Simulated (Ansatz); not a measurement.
MnGeTe₄Mo₂: input and output

Input file of Ansatz 0.2.0:

```yaml
crystal:
  lattice:
    - [-3.974872, 3.974872, 3.295277]
    - [3.974872, -3.974872, 3.295277]
    - [3.974872, 3.974872, -3.295277]
  atoms:
    - { symbol: Mo, position: [0.5, 0.0, 0.5] }
    - { symbol: Mo, position: [0.0, 0.5, 0.5] }
    - { symbol: Mn, position: [0.5, 0.5, 0.0] }
    - { symbol: Ge, position: [0.0, 0.0, 0.0] }
    - { symbol: Te, position: [0.40448, 0.40448, 0.34576] }
    - { symbol: Te, position: [0.59552, 0.94128, 0.0] }
    - { symbol: Te, position: [0.05872, 0.05872, 0.65424] }
    - { symbol: Te, position: [0.94128, 0.59552, 0.0] }
  symmetry: { tolerance: 0.0003 }
kpoints:
  mp_grid: { grid: [7, 7, 7], shift: [0, 0, 0] }
  band_path:
    path:
      - [0.0, 0.0, 0.0]
      - [0.0, 0.0, 0.5]
      - [-0.5, 0.5, 0.5]
      - [0.0, 0.0, 0.0]
      - [0.42182152, 0.42182152, -0.42182152]
      - [-0.42182152, 0.57817848, 0.42182152]
      - [-0.5, 0.5, 0.5]
      - [0.0, 0.0, 0.5]
      - [0.25, 0.25, 0.25]
      - [0.0, 0.5, 0.0]
      - [0.0, 0.0, 0.0]
    npoints: 6
magnetization:
  spin_polarized: false
scf:
  occupations: { method: fermi_dirac }
  lower_state_search: "off"
  max_iter: 200
hamiltonian:
  pseudopotentials: { kind: paw }
  xc: pbesol
  hubbard:
    projectors: all-electron-ortho-atomic
    sites: [{ species: Mn, l: d, u_eff: 2.51 }]
basis:
  ecutwfc: 420
  fft_grid_basis: typed
output:
  forces: true
  stress: true
  eigenvalues: true
  bader: true
  populations: true
  elf: true
  write_potential: true
  volumetric_format: npy
  dos:
    e_range: [-12, 8]
    de: 0.05
    projected: { site_lists: { Ge: [Ge], Mn: [Mn], Mo: [Mo], Te: [Te] } }
checkpoint:
  read: saved_state
```

The saved state is an earlier solution for the same cell, perhaps on another mesh. 

Excerpt of what it printed:

```
Mo: projections on atomic orbitals take those of the free atom [Ar 3d10] 4s2 4p6 4d5 5s1, of charge +0.00 (hamiltonian.pseudopotentials.projection_atoms); the dataset's partial waves leave at most 6.0e-6 of an orbital's norm unspanned inside its sphere
Mn: projections on atomic orbitals take those of the free atom [Ne] 3s2 3p6 3d5 4s2, of charge +0.00 (hamiltonian.pseudopotentials.projection_atoms); the dataset's partial waves leave at most 9.0e-7 of an orbital's norm unspanned inside its sphere
Ge: projections on atomic orbitals take those of the free atom [Ar] 3d10 4s2 4p2, of charge +0.00 (hamiltonian.pseudopotentials.projection_atoms); the dataset's partial waves leave at most 1.2e-6 of an orbital's norm unspanned inside its sphere
Te: projections on atomic orbitals take those of the free atom [Kr] 4d10 5s2 5p4, of charge +0.00 (hamiltonian.pseudopotentials.projection_atoms); the dataset's partial waves leave at most 7.8e-6 of an orbital's norm unspanned inside its sphere
Pseudopotentials: kind: paw
Pseudopotential: Mo, paw, valence charge 14, recommended cutoff 420 eV (normal), Mo.paw.azcp
Pseudopotential: Mn, paw, valence charge 15, recommended cutoff 420 eV (normal), Mn.paw.azcp
Pseudopotential: Ge, paw, valence charge 14, recommended cutoff 420 eV (normal), Ge.paw.azcp
Pseudopotential: Te, paw, valence charge 16, recommended cutoff 420 eV (normal), Te.paw.azcp
Functional definition: PBEsol
  exchange = pbesol_x
  correlation = pbesol_c
Crystal: 8 atoms, lattice volume = 208.256 Å³
Basis set: ecut = 420 eV, 4063 PW (Γ), exchange–correlation on 90×90×90 points (8 copies of the dense FFT grid, shifted against one another)
Bands: 73, of which v1, the nominal top of the filled ones, is band 61 counted from 1 (60 counted from 0)
Symmetry: 8 space group operations
Space group: I-42m (ITA 121), of the structure as read, at distance tolerance 1.8e-3 Å
k-points: 40 of 343 (time reversal used)
Initial density: read from a saved state, or passed on in memory by an earlier SCF of this step, an earlier step, the calling program or the single point that the run made first
Functional: x = pbesol(κ = 0.804, μ = 0.1235), c = pbesol(β = 0.046)
SCF iter   1: F=—  Δρ=1.06e-2  dr2=3.08e-2
SCF iter   2: F=—  Δρ=1.21e-2  dr2=4.23e-1  recentre
SCF iter   3: F=—  Δρ=9.14e-3  dr2=6.92e-2
SCF iter   4: F=—  Δρ=7.20e-3  dr2=6.81e-3
SCF iter   5: F=—  Δρ=3.30e-3  dr2=1.88e-3
SCF iter   6: F=—  Δρ=2.35e-4  dr2=8.51e-5
SCF iter   7: F=—  Δρ=1.54e-4  dr2=6.44e-5
SCF iter   8: F=—  Δρ=9.98e-5  dr2=4.30e-5
SCF iter   9: F=—  Δρ=5.63e-5  dr2=2.10e-5
SCF iter  10: F=—  Δρ=4.03e-5  dr2=1.06e-5
SCF iter  11: F=—  Δρ=6.79e-6  dr2=1.37e-7
SCF iter  12: F=-45510.8098 eV  Δρ=3.74e-6  dr2=2.76e-8
Free energy (F): -45510.8098 eV
Harris-Foulkes:  -45510.8098 eV  (|F-HF|=8.13e-9)
Internal energy: -45510.3002 eV  (E = F + TS)
E sigma→0 (E₀):  -45510.5550 eV
Entropy (-TS):   -0.5096 eV (-63.702 meV/atom)
Fermi energy:    11.0005 eV
--- Per-component energies (eV) ---
  E_band       = -1731.2923
  E_kinetic    = 2011.9422
  E_local      = -11959.1280  (includes V_loc(G=0)·N_el)
  E_nonlocal   = -266.3707
  E_hartree    = 5991.5036
  E_xc         = -1034.3638
  E_vxc        = -1067.7890  (∫ρ·V_xc dr)
  E_hubbard    = 2.1719  (on-site DFT+U / exact-exchange correction)
  E_vhub       = -3.2212  (the Hubbard potential's part of the band-sum identity)
  E_paw        = -27880.9731  (= ΣΔE_a)
  E_vpaw       = -2429.7304  (= ΣTr[D̂ρ^β])
  E_aug_tail   = -0.0004  (compensation charges beyond the density's cutoff)
  E_ewald      = -12378.0874
  E_core_change = 3.0054  (= ΣΔE_core)
  E_smearing   = -0.5096  (= −TS)
--- Forces (eV/Å), atoms counted from 1 ---
  atom   1  Mo     0.0000     0.0000     0.0000
  atom   2  Mo     0.0000     0.0000     0.0000
  atom   3  Mn     0.0000     0.0000     0.0000
  atom   4  Ge     0.0000     0.0000     0.0000
  atom   5  Te     1.2805     1.2805     1.2850
  atom   6  Te     1.2805    -1.2805    -1.2850
  atom   7  Te    -1.2805    -1.2805     1.2850
  atom   8  Te    -1.2805     1.2805    -1.2850
--- Stress (GPa, compression-positive) ---
       -7.0020       0.0000       0.0000
        0.0000      -7.0020       0.0000
        0.0000       0.0000      -9.1916
  P = ⅓ Tr σ = -7.7319 GPa (-77.319 kbar)
--- Bader charges: 8 sites ---
  site symbol  charge [e]  shift [e]
     0     Mo      0.4059     0.0000
     1     Mo      0.4059     0.0000
     2     Mn      0.4408     0.0020
     3     Ge      0.3600     0.0023
     4     Te     -0.4031     0.0011
     5     Te     -0.4031     0.0011
     6     Te     -0.4031     0.0011
     7     Te     -0.4031     0.0011
```

Origin: a known structure type with other elements, at an estimated volume, so it need not be a known compound. Caveats: no spin polarisation, so a magnetic state may lie lower; atoms or cell far from equilibrium.
